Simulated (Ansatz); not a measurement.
## Fields on a plane of GaP (zinc blende)

```
GaP
1.0
    0.00000     2.71921     2.71921
    2.71921     0.00000     2.71921
    2.71921     2.71921     0.00000
P Ga
1 1
Cartesian
  1.35961   1.35961   1.35961
  0.00000   0.00000   0.00000
```

The slice is a {110} plane (indices of the conventional cell) through the point (0.250, 0.250, 0.250) (fractional), spanned by u = [100] and v = [1 -1 -1] in vectors of this cell: u (3.85 Å) and v (5.44 Å, at 90° to u). It covers one period; positions are fractions (u, v).

Atoms on it: P at (0.00, 0.00); Ga at (0.50, 0.25).

Calculation: PBEsol (plane waves to 420 eV, PAW, scalar-relativistic; Ansatz, an electronic-structure program). k mesh 11×11×11. These are valence fields of a PAW run, semicore shells included where kept as valence: close to a nucleus they are smooth pseudo fields. GaP was relaxed with its symmetry unable to fall.

```
|23443221223443|
|44432211122344|
|44332100012334|
|33321100011233|
|22211000001122|
|11110000000111|
|11000000000001|
|00000111110000|
|00001111111000|
|00011222221100|
|00012233322100|
|00122344432210|
|11123456543211|
|12234578754322|
|22334689864332|
|33334578754333|
|44444456544444|
|44444444444444|
|23444333334443|
|02443322233442|
```
Scale: ten equal steps from -1.71 (start of '0') to 1.72 (end of '9'), in the order '0123456789'. Values: log₁₀ of the valence density in e/Å³. The map has 14 points along u (one character each, u = 0 at the left) and 20 along v (v = 0 in the bottom row). The scale is logarithmic, as a density can span decades between atoms and voids.

```
|xxxxxxxx22668888886622xxxxxx|
|xxxxxxxx44889999998844xxxxxx|
|xxxxxx337788999999887733xxxx|
|1122447788999999999988774422|
|6677778899999999999999887777|
|8888889999999999999999998888|
|9999999999999999999999999999|
|9999999999999999999999999999|
|9999999999888888888899999999|
|9999998888776666667788889999|
|9999887766331100113366778899|
|9988886622xxxxxxxxxx22668888|
|99887733xxxxxxxxxxxxxx337788|
|88886611xxxxxxxxxxxxxx116688|
|66665500xxxxxxxxxxxxxx005566|
|11223300xxxxxxxxxxxxxx003322|
|xxxxxx00xxxxxxxxxxxxxx00xxxx|
|xxxxxxxx00xxxxxxxxxx00xxxxxx|
|xxxxxxxx11221100112211xxxxxx|
|xxxxxxxx11556666665511xxxxxx|
```
Scale: ten equal steps from -0.43 (start of '0') to 7.92 (end of '9'), in the order '0123456789'. Values: electrostatic potential energy of an electron, from the cell's mean, in eV. The map has 14 points along u (two characters each, u = 0 at the left) and 20 along v (v = 0 in the bottom row). Points within 1 Å of a nucleus are blanked (x), as the pseudised field means little there. The zero, the cell's mean, hangs on the PAW cores.

| Item | Value |
|---|---|
| Density on the P–Ga line (2.35 Å) at its density minimum, 1.3 Å from P | 0.53 e/Å³ |
| ELF at that point | 0.6 |
| ELF maximum in the middle third of the P–Ga line | 0.90, 0.9 Å from P |
| Element round which the density of the highest valence band (whole band, smooth part) is largest on this plane | P |
